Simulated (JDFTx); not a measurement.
System: W(110) (Im-3m bulk; lattice of mp-91, not re-optimised at this level), 1x1 cell of 4 atoms in 4 planes, area 7.11 Å² a face, 6.6 Å between the outermost planes in a cell 22.7 Å high; k mesh 8×8×1, Fermi width 0.01 Ha, no spin polarisation.

All numbers are PBE, GBRV ultrasoft potentials, plane waves to 20/100 Ha results from a modified build of JDFTx, not measurements. Liquid: linear PCM (GLSSA13), water, 1 M NaCl. Between zero charge and 0.28 V from it the run gives σ = 6.4 μC/cm², a mean capacitance of 22.9 μF/cm². The liquid has ε = 78.4, a 1:1 salt at 1 M with linear (Debye) response, and T = 298 K.

A calculation by hand: the Debye length, the diffuse-layer capacitance, and the inner capacitance that is left when the two stand in series.

Each ion has density c = 1 × 6.022×10⁻⁴ = 6.022e-04 Å⁻³. λ² = ε kT / (8π (e²/4πε₀) c) with kT = 0.02568 eV and e²/4πε₀ = 14.40 eV Å gives λ = 3.04 Å; the log prints 3.04 Å. C_diffuse = ε₀ε/λ = 228 μF/cm². Then 1/C_inner = 1/22.9 − 1/228, so C_inner = 25.5 μF/cm², which equals a vacuum gap of ε₀/C_inner = 0.35 Å. The diffuse layer takes 10 % of the potential drop; the rest lies between the electrode's charge and the onset of the dielectric, with the electrode's own (quantum) capacitance in it. The split is a model: in the calculation solvent and ions share one smooth cavity.
